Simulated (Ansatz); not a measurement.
Pb$_{4}$Se$_{3}$S:
```yaml
crystal:
  lattice:
    - [4.24028, 0.00000, 0.00000]
    - [0.00000, 4.24028, 0.00000]
    - [0.00000, 0.00000, 11.98472]
  atoms:
    - { symbol: Pb, position: [0.00000, 0.00000, 0.25498] }
    - { symbol: Pb, position: [0.00000, 0.00000, 0.74502] }
    - { symbol: Pb, position: [0.50000, 0.50000, 0.00000] }
    - { symbol: Pb, position: [0.50000, 0.50000, 0.50000] }
    - { symbol: Se, position: [0.50000, 0.50000, 0.25098] }
    - { symbol: Se, position: [0.50000, 0.50000, 0.74902] }
    - { symbol: Se, position: [0.00000, 0.00000, 0.00000] }
    - { symbol: S, position: [0.00000, 0.00000, 0.50000] }
```

This is the LDA-relaxed structure.

Question: All from LDA in the plane-wave PAW code Ansatz, unless another level is named. Give the Hill bulk and shear moduli.

Answer: 59.7 and 32.3 GPa.

Question: What about the highest zone-centre frequency?

Answer: 180 cm⁻¹.

Space group P4/mmm. The workflow started from a Materials Project entry (that database holds measured and hypothetical structures alike); the Crystallography Open Database copy checked does not list it. With Se and S taken as one species the cell has the higher symmetry Fm-3m, so it may be an ordered model of a mixed-site phase. Whether it is the stable phase at ambient conditions was not checked. The cell was relaxed with LDA under the symmetry of its start; of distortions, only those at the zone centre were tested. As this level gives no gap, shear constants depend on the k-mesh and smearing (Fermi–Dirac, 0.1 eV here). As this level gives no gap, phonon frequencies hold no LO–TO term and depend on the k-mesh and smearing (Fermi–Dirac, 0.1 eV here). Spin–orbit coupling is left out wherever it is not named.

Potentials: the later of the program's two PAW sets.
